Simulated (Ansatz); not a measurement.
Problem. Each is relaxed and computed with r²SCAN in the plane-wave PAW code Ansatz. Which is the only metal?
A. BaGe3Pt, I4mm (Ba on 2a, Pt on 2a, Ge on 2a, Ge on 4b)
B. BaAlGeH, P3m1 (Ba on 1b, Al on 1a, Ge on 1c, H on 1a)
C. BaGaGeH, P3m1 (Ba on 1b, Ga on 1a, Ge on 1c, H on 1a)
D. Ba2ScO3F, I4mm (Pearson symbol tI14)

Solution. A, BaGe3Pt, I4mm (Ba on 2a, Pt on 2a, Ge on 2a, Ge on 4b). BaGe3Pt: metal; BaAlGeH: gap 1.02 eV (indirect); BaGaGeH: gap 0.56 eV; Ba2ScO3F: gap 4.01 eV (indirect). Standing as an ambient phase not checked: BaGe3Pt, I4mm (Ba on 2a, Pt on 2a, Ge on 2a, Ge on 4b); BaAlGeH, P3m1 (Ba on 1b, Al on 1a, Ge on 1c, H on 1a); BaGaGeH, P3m1 (Ba on 1b, Ga on 1a, Ge on 1c, H on 1a); Ba2ScO3F, I4mm (Pearson symbol tI14). All cells were relaxed under the symmetry of their starts (and spin orders); stability against distortions was not tested throughout. Rows with no word on spin ran without spin polarisation. Scalar-relativistic: spin–orbit coupling is off unless named, which matters more the heavier the elements.

Potentials: the later of the program's two PAW sets.
